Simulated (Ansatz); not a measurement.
WSe$_{2}$:
```cif
data_Se4W2
_chemical_formula_sum 'W2 Se4'
_space_group_name_H-M_alt 'P63/mmc'
_space_group_IT_number 194
_space_group_name_Hall '-P 6c 2c'
_cell_length_a 3.30260
_cell_length_b 3.30260
_cell_length_c 13.22737
_cell_angle_alpha 90.000
_cell_angle_beta 90.000
_cell_angle_gamma 120.000
loop_
_atom_site_label
_atom_site_type_symbol
_atom_site_symmetry_multiplicity
_atom_site_Wyckoff_symbol
_atom_site_fract_x
_atom_site_fract_y
_atom_site_fract_z
_atom_site_occupancy
W1 W 2 c 0.33333 0.66667 0.25000 1
Se1 Se 4 f 0.66667 0.33333 0.12423 1
```

Relaxed with r²SCAN+D4.

### Question
Which orbitals make up the states near the band edges in DFT-r²SCAN+D4 in the program Ansatz with PAW potentials?

### Answer
Top 1 eV of the valence band: W 5d 68 %, Se 4p 28 %. Bottom 1 eV of the conduction band: W 5d 67 %, Se 4p 27 %. Projections are on Löwdin-orthogonalised atomic valence shells; empty p or d shells of many metals are not among them.

### Question
Tabulate the density of states.

### Answer
States/eV per cell of 6 atoms, in 0.25 eV bins, energy from the valence-band maximum.

| E (eV) | total | Se 4p | W 5d | W 6s |
|---|---|---|---|---|
| -7.85 | 0.00 | 0.00 | 0.00 | 0.00 |
| -7.60 | 0.00 | 0.00 | 0.00 | 0.00 |
| -7.35 | 0.00 | 0.00 | 0.00 | 0.00 |
| -7.10 | 0.21 | 0.13 | 0.04 | 0.02 |
| -6.85 | 1.50 | 0.99 | 0.26 | 0.16 |
| -6.60 | 2.38 | 1.55 | 0.44 | 0.25 |
| -6.35 | 3.13 | 1.99 | 0.65 | 0.30 |
| -6.10 | 4.77 | 3.00 | 1.12 | 0.42 |
| -5.85 | 4.02 | 2.41 | 1.27 | 0.16 |
| -5.60 | 5.18 | 3.52 | 1.38 | 0.06 |
| -5.35 | 3.18 | 2.21 | 0.73 | 0.07 |
| -5.10 | 3.09 | 2.01 | 0.59 | 0.22 |
| -4.85 | 4.50 | 2.80 | 1.16 | 0.18 |
| -4.60 | 6.87 | 4.23 | 1.89 | 0.20 |
| -4.35 | 3.20 | 1.99 | 0.94 | 0.07 |
| -4.10 | 3.06 | 2.03 | 0.86 | 0.04 |
| -3.85 | 4.28 | 2.85 | 1.25 | 0.03 |
| -3.60 | 7.13 | 4.51 | 2.38 | 0.03 |
| -3.35 | 4.18 | 2.40 | 1.64 | 0.02 |
| -3.10 | 2.98 | 1.70 | 1.18 | 0.02 |
| -2.85 | 3.64 | 2.12 | 1.37 | 0.02 |
| -2.60 | 7.87 | 5.17 | 2.31 | 0.03 |
| -2.35 | 7.36 | 4.89 | 2.16 | 0.02 |
| -2.10 | 5.14 | 3.55 | 1.37 | 0.03 |
| -1.85 | 4.82 | 3.50 | 1.13 | 0.02 |
| -1.60 | 2.83 | 1.94 | 0.78 | 0.01 |
| -1.35 | 3.59 | 1.58 | 1.82 | 0.05 |
| -1.10 | 6.27 | 1.97 | 4.02 | 0.06 |
| -0.85 | 3.73 | 1.08 | 2.46 | 0.05 |
| -0.60 | 2.11 | 0.53 | 1.49 | 0.02 |
| -0.35 | 0.83 | 0.20 | 0.58 | 0.01 |
| -0.10 | 0.15 | 0.04 | 0.10 | 0.00 |
| 0.15 | 0.00 | 0.00 | 0.00 | 0.00 |
| 0.40 | 0.00 | 0.00 | 0.00 | 0.00 |
| 0.65 | 0.00 | 0.00 | 0.00 | 0.00 |
| 0.90 | 0.00 | 0.00 | 0.00 | 0.00 |
| 1.15 | 0.06 | 0.02 | 0.03 | 0.00 |
| 1.40 | 1.33 | 0.40 | 0.82 | 0.03 |
| 1.65 | 3.60 | 0.97 | 2.36 | 0.08 |
| 1.90 | 4.50 | 1.23 | 2.98 | 0.08 |
| 2.15 | 7.68 | 1.98 | 5.36 | 0.10 |
| 2.40 | 8.14 | 2.37 | 5.20 | 0.18 |
| 2.65 | 9.43 | 3.17 | 5.54 | 0.16 |
| 2.90 | 4.38 | 1.61 | 2.39 | 0.04 |
| 3.15 | 4.42 | 1.64 | 2.39 | 0.03 |
| 3.40 | 3.79 | 1.49 | 1.94 | 0.01 |
| 3.65 | 2.56 | 1.10 | 1.22 | 0.01 |
| 3.90 | 3.09 | 1.42 | 1.43 | 0.01 |
| 4.15 | 4.57 | 1.99 | 2.12 | 0.05 |
| 4.40 | 3.25 | 1.32 | 1.46 | 0.12 |
| 4.65 | 2.39 | 0.85 | 1.01 | 0.19 |
| 4.90 | 1.83 | 0.53 | 0.61 | 0.35 |
| 5.15 | 1.01 | 0.18 | 0.12 | 0.41 |
| 5.40 | 1.15 | 0.18 | 0.07 | 0.49 |
| 5.65 | 1.45 | 0.23 | 0.08 | 0.58 |
| 5.90 | 1.72 | 0.28 | 0.09 | 0.66 |

Space group P6_3/mmc. The cell was relaxed with r²SCAN+D4 under the symmetry of its start; of distortions, only those at the zone centre were tested. The run is not spin-polarised. Scalar-relativistic: spin–orbit coupling is off unless named, which matters more the heavier the elements.

Potentials: the later of the program's two PAW sets.
